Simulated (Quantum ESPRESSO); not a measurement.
# Where does N sit best among Ge sites?

The results below are calculated, not measured. They come from pw.x of Quantum ESPRESSO 7.5, a plane-wave density functional program, with PseudoDojo standard norm-conserving files (v0.5 for PBE, v0.4.1 for LDA and PBEsol). The cells are made up: elements, strain and atom displacements were drawn at random, and nothing was relaxed. There is no spin polarisation, spin-orbit coupling or dispersion term.

The cell has 8 sites of a zincblende or diamond lattice. Sites 1 to 4 hold X X X X; sites 5 to 8 hold Si Ge Ge Ge. Cell vectors in Å: (5.546, -0.019, -0.033); (-0.019, 5.677, 0.011); (-0.033, 0.011, 5.588). Settings: PBE, cutoff 1143 eV, 6 x 6 x 6 k mesh shifted by half a step, Fermi-Dirac smearing of 0.1 eV.

In each run one of the sites marked X holds N and the others hold Ge; cell and positions stay the same. E is the free energy of the cell.

| site of the guest | first shell | mean distance (Å) | E above the lowest (eV) | P (GPa) | force on the guest (eV/Å) |
| --- | --- | --- | --- | --- | --- |
| 1 | Ge3Si | 2.577 | 2.178 | 3.19 | 0.909 |
| 2 | Ge3Si | 2.378 | 0.767 | 0.61 | 0.579 |
| 3 | Ge3Si | 2.448 | 1.777 | 2.31 | 0.206 |
| 4 | Ge3Si | 2.351 | 0.000 | -0.75 | 0.772 |

A rerun of one of these cells at 1437 eV and k mesh 8 x 8 x 8 moved values by no more than 0.002 eV in the cell's energy, 0.02 GPa in stress and 0.011 eV/Å in force.

## Reading the table

Site 4 is lowest, by 0.767 eV, over three times the rerun's bound. A straight line of energy against the mean distance has a slope of 8.9 ± 2.9 eV/Å, so the guest costs less on the tighter sites. The positions are random and not relaxed, so the differences hold for this frozen cell and are not site preferences of a real crystal.